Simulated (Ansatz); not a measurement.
**Ba2TeOsO6: input and output**

Input file of Ansatz 0.2.0:

```yaml
crystal:
  lattice:
    - [0.0, 5.592829, 0.0]
    - [5.592829, 0.0, 0.0]
    - [2.796415, 2.796415, -4.323255]
  atoms:
    - { symbol: Os, position: [0.0, 0.0, 0.0] }
    - { symbol: O, position: [0.244, 0.263, 0.0] }
    - { symbol: O, position: [0.263, 0.756, 0.0] }
    - { symbol: O, position: [0.756, 0.737, 0.0] }
    - { symbol: O, position: [0.737, 0.244, 0.0] }
    - { symbol: Te, position: [0.5, 0.5, 0.0] }
    - { symbol: O, position: [0.281, 0.281, 0.438] }
    - { symbol: O, position: [0.719, 0.719, 0.562] }
    - { symbol: Ba, position: [0.75, 0.25, 0.5] }
    - { symbol: Ba, position: [0.25, 0.75, 0.5] }
  symmetry: { tolerance: 0.0003 }
kpoints:
  mp_grid: { grid: [6, 6, 6], shift: [0, 0, 0] }
  band_path:
    path:
      - [0.0, 0.0, 0.0]
      - [0.5, 0.5, 0.5]
      - [0.5, 0.5, 0.75]
      - [0.5, 0.0, 0.5]
      - [0.0, 0.0, 0.0]
      - [0.0, 0.0, 0.5]
      - [0.29080496, 0.0, 0.64540248]
      - [0.70919504, 0.0, 0.35459752]
      - [0.0, 0.0, 0.0]
      - [0.5, 0.5, 0.5]
      - [0.70919504, 0.29080496, 0.5]
    npoints: 6
magnetization:
  spin_polarized: false
scf:
  occupations: { method: gaussian, width: 0.0977 }
  lower_state_search: "off"
  max_iter: 200
hamiltonian:
  pseudopotentials: { kind: paw }
  xc: pbesol
basis:
  ecutwfc: 420
  fft_grid_basis: typed
output:
  forces: true
  stress: true
  eigenvalues: true
  populations: true
  elf: true
  write_potential: true
  volumetric_format: npy
  dos:
    e_range: [-12, 8]
    de: 0.05
    projected: { site_lists: { Ba: [Ba], O: [O], Os: [Os], Te: [Te] } }
checkpoint:
  read: saved_state
```

The run starts from an earlier solution of this cell. 

Parts of the output:

```
SCF iter   1: F=—  Δρ=3.72e-3  dr2=9.25e-3
SCF iter   2: F=—  Δρ=1.06e-3  dr2=1.41e-3
SCF iter   3: F=—  Δρ=3.45e-4  dr2=1.90e-4
SCF iter   4: F=—  Δρ=7.60e-5  dr2=1.10e-5
SCF iter   5: F=—  Δρ=1.86e-5  dr2=9.91e-7
SCF iter   6: F=—  Δρ=6.44e-6  dr2=1.15e-7
SCF iter   7: F=-33242.8581 eV  Δρ=1.98e-6  dr2=7.52e-9
Free energy (F): -33242.8581 eV
Harris-Foulkes:  -33242.8581 eV  (|F-HF|=4.09e-9)
Internal energy: -33242.8143 eV  (E = F + TS)
E sigma→0 (E₀):  -33242.8362 eV
Entropy (-TS):   -0.0438 eV (-4.378 meV/atom)
Fermi energy:    13.8660 eV
--- Per-component energies (eV) ---
  E_band       = -327.4843
  E_kinetic    = 2153.4328
  E_local      = -5120.9301  (includes V_loc(G=0)·N_el)
  E_nonlocal   = 101.7113
  E_hartree    = 2326.5292
  E_xc         = -1165.9541
  E_vxc        = -1229.0035  (∫ρ·V_xc dr)
  E_paw        = -24663.7555  (= ΣΔE_a)
  E_vpaw       = -885.7709  (= ΣTr[D̂ρ^β])
  E_aug_tail   = 0.0145  (compensation charges beyond the density's cutoff)
  E_ewald      = -6874.9998
  E_core_change = 1.1373  (= ΣΔE_core)
  E_smearing   = -0.0438  (= −TS)
--- Forces (eV/Å), atoms counted from 1 ---
  atom   1  Os     0.0000     0.0000     0.0000
  atom   2  O     -0.6866    -0.9206     0.0000
  atom   3  O      0.9206    -0.6866     0.0000
  atom   4  O      0.6866     0.9206     0.0000
  atom   5  O     -0.9206     0.6866     0.0000
  atom   6  Te     0.0000     0.0000     0.0000
  atom   7  O      0.0000     0.0000    -2.8868
  atom   8  O      0.0000     0.0000     2.8868
  atom   9  Ba     0.0000     0.0000     0.0000
  atom  10  Ba     0.0000     0.0000     0.0000
--- Stress (GPa, compression-positive) ---
       11.1936       0.0000       0.0000
        0.0000      11.1936       0.0000
        0.0000       0.0000       7.3594
  P = ⅓ Tr σ = 9.9156 GPa (99.156 kbar)
```

Absolute energies hang on the potentials; compare differences alone.

Origin: a known structure type with other elements, at an estimated volume, so it need not be a known compound. Caveats: many states at the Fermi level without spin polarisation, so a magnetic state may lie lower; atoms or cell far from equilibrium.
